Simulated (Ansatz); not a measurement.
AlCo:
```xyz
2
Lattice="2.8241 0.0000 0.0000 0.0000 2.8241 0.0000 0.0000 0.0000 2.8241" Properties=species:S:1:pos:R:3 pbc="T T T"
Co     0.0000     0.0000     0.0000
Al     1.4120     1.4120     1.4120
```
Starting moments (μB, in the order of the atoms Co Al): 0.1 0.0.

Relaxed with r²SCAN. Special points in fractions of this cell's reciprocal vectors: Γ (0.000, 0.000, 0.000); X (0.000, 0.500, 0.000); M (0.500, 0.500, 0.000); R (0.500, 0.500, 0.500).

### Question
List the band energies nearest the Fermi level at these points for DFT-r²SCAN in the program Ansatz with PAW potentials.

### Answer
In eV from the Fermi level; about four levels below and three above (degenerate sets whole), none deeper than 8.9 eV; points with the same levels are listed once.

```csv
k,below,above
Γ ↑,-3.32 -3.32 -1.13 -1.13 -1.13,6.47 6.47 6.47
X ↑,-2.67 -2.05 -2.05 -1.01,0.09 8.72 11.22 11.22
M ↑,-2.99 -2.99 -1.84 -1.84 -0.37,2.54 3.76 14.05
R ↑,-4.41 -4.41 -4.41 -0.33 -0.33,2.38 2.38 2.38
Γ ↓,-3.04 -3.04 -1.04 -1.04 -1.04,6.43 6.43 6.43
X ↓,-2.33 -1.98 -1.98 -0.92,0.50 8.69 11.20 11.20
M ↓,-3.06 -3.06 -1.77 -1.77,0.08 2.73 3.81
R ↓,-4.39 -4.39 -4.39,0.12 0.12 2.30 2.30 2.30
```

Space group Pm-3m (CsCl type). The cell was relaxed with r²SCAN under the symmetry of its start. Magnetic state: ferromagnetic, the only order run, not a proven ground state. The cell computed holds one magnetic atom, so no antiferromagnetic order was within reach. Other orbital occupations within this spin state were not tried. For itinerant 3d metals, meta-GGAs of the SCAN family and hybrids are commonly reported to give too large moments.

Potentials: the later of the program's two PAW sets.
